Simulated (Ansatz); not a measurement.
An Ansatz input:

```yaml
crystal:
  lattice:
    - [5.69333495, 0.0, 0.0]
    - [0.0, 5.69333495, 0.0]
    - [0.0, 0.0, 5.69333495]
  atoms:
    - { symbol: Mg, position: [0.0, 1.0, 0.0] }
    - { symbol: Mg, position: [0.5, 0.5, 0.5] }
    - { symbol: Mg, position: [0.25, 1.0, 0.5] }
    - { symbol: Mg, position: [0.75, 1.0, 0.5] }
    - { symbol: Mg, position: [0.5, 0.25, 0.0] }
    - { symbol: Mg, position: [0.5, 0.75, 1.0] }
    - { symbol: Mg, position: [1.0, 0.5, 0.25] }
    - { symbol: Mg, position: [1.0, 0.5, 0.75] }
hamiltonian:
  xc: r2scan
  pseudopotentials:
    kind: paw
    azcp:
      Mg: "pseudopotentials/Mg.paw.azcp"
basis:
  ecutwfc: 500
  fft_grid_basis: typed
kpoints:
  mp_grid: { grid: [6, 6, 6], shift: [0, 0, 0] }
magnetization:
  spin_polarized: false
scf:
  occupations: { method: fermi_dirac, width: 0.1 }
```

and its output:

```
Engine: ansatz 0.2.0, x86_64-unknown-linux-gnu
Pseudopotentials: kind: paw
Pseudopotential: Mg, paw, valence charge 10, recommended cutoff 500 eV (meta_gga) 
Functional definition: r2SCAN
  parameter k0 = 0.174
  parameter k1 = 0.065
  parameter a1 = 4.9479
  exchange = r2scan_x(k0 = k0, k1 = k1, a1 = a1)
  correlation = r2scan_c
Crystal: 8 atoms, lattice volume = 184.544 Å³
Basis set: ecut = 500 eV, 4697 PW (Γ), exchange–correlation on 180×180×180 points (64 copies of the dense FFT grid, shifted against one another)
Bands: 48, of which v1, the nominal top of the filled ones, is band 40 counted from 1 (39 counted from 0)
Symmetry: 48 space group operations
Space group: Pm-3n (ITA 223), of the structure as read, at distance tolerance 5.7e-5 Å
k-points: 20 of 216
Non-local potential: Mg, projectors of the file, l = 0: 3, l = 1: 2, l = 2: 1
PAW form: soft (Blöchl's): semilocal exchange-correlation on the pseudo side does not see the compensation charge
PAW frozen core: Mg, regenerated for the run's functional (the file was generated under x = pbe(κ = 0.804, μ = 0.2195149727645171), c = pbe(β = 0.06672455060314922))
PAW one-centre angular grid: Mg, 302 points (default); XC on 224 Gauss nodes
Initial density: superposition of atomic densities (neutral atoms: chi_scale 0, normalization atom), corrected by the library's trained network
Initial wavefunctions: pseudopotential atomic-orbital guess
Functional: x = r2scan, c = r2scan; τ floored in thin density (d = 2e-4 eV/Å³)
SCF iter   1: F=—  HF=-15410.833804 eV  |F-HF|=—  |Δ(HF+E_count)|=         —  Δρ=7.26e-3  dr2=3.32e-2  dr2_τ=2.45e-3  ethr=1.77e-3  ⟨swp⟩=9.7  Hψ=4073  notcnv=0  defer=1
SCF iter   2: F=—  HF=-15410.867046 eV  |F-HF|=—  |Δ(HF+E_count)|=   3.32e-2  Δρ=3.12e-3  dr2=9.22e-3  dr2_τ=2.10e-4  ethr=4.15e-5  ⟨swp⟩=2.1  Hψ=2073  notcnv=0  defer=9
SCF iter   3: F=—  HF=-15410.868627 eV  |F-HF|=—  |Δ(HF+E_count)|=   1.58e-3  Δρ=8.98e-4  dr2=1.86e-3  dr2_τ=2.90e-5  ethr=1.15e-5  ⟨swp⟩=2.0  Hψ=1631  notcnv=0  defer=9
SCF iter   4: F=—  HF=-15410.868858 eV  |F-HF|=—  |Δ(HF+E_count)|=   2.31e-4  Δρ=1.68e-4  dr2=8.56e-5  dr2_τ=1.50e-6  ethr=2.32e-6  ⟨swp⟩=1.9  Hψ=1030  notcnv=0  defer=9
SCF iter   5: F=—  HF=-15410.868816 eV  |F-HF|=—  |Δ(HF+E_count)|=   4.24e-5  Δρ=3.61e-5  dr2=1.82e-6  dr2_τ=5.25e-8  ethr=1.07e-7  ⟨swp⟩=2.3  Hψ=1539  notcnv=0  defer=9
SCF iter   6: F=-15410.868818 eV  HF=-15410.868818 eV  |F-HF|=7.06e-9  |Δ(HF+E_count)|=   2.53e-6  Δρ=5.93e-6  dr2=6.01e-8  dr2_τ=1.57e-9  ethr=1.25e-10  ⟨swp⟩=1.4  Hψ=2732  notcnv=0
SCF 1 converged in 6 iterations: F = -15410.868818 eV  dr2 = 6.01e-8
SCF converged after 6 iterations
Free energy (F): -15410.868818 eV
Harris-Foulkes:  -15410.868818 eV  (|F-HF|=7.06e-9)
Internal energy: -15410.756597 eV  (E = F + TS)
E sigma→0 (E₀):  -15410.812708 eV
Entropy (-TS):   -0.112221 eV (-14.028 meV/atom)
Fermi energy:    5.506470 eV
--- Per-component energies (eV) ---
  E_band       = -2977.964662
  E_kinetic    = 594.326741
  E_local      = -13014.349460  (includes V_loc(G=0)·N_el)
  E_nonlocal   = 767.317344
  E_hartree    = 4653.945498
  E_xc         = -210.793214
  E_vxc        = -306.198724  (∫ρ·V_xc dr)
  E_paw        = -2370.199114  (= ΣΔE_a)
  E_vpaw       = -347.025876  (= ΣTr[D̂ρ^β])
  E_aug_tail   = -0.000012  (compensation charges beyond the density's cutoff)
  E_vtau       = 20.076719  (kinetic-family band-sum trace: ∫τ·v_τ [+ j·A + Jᵃ·Aᵃ] dr)
  E_ewald      = -5830.794714
  E_core_change = -0.209665  (= ΣΔE_core)
  E_smearing   = -0.112221  (= −TS)
  E_closure    = 0.000000  (closes the sum)
  Σ components = -15410.868818   (vs F -15410.868818, Δ=0.00e0)
```
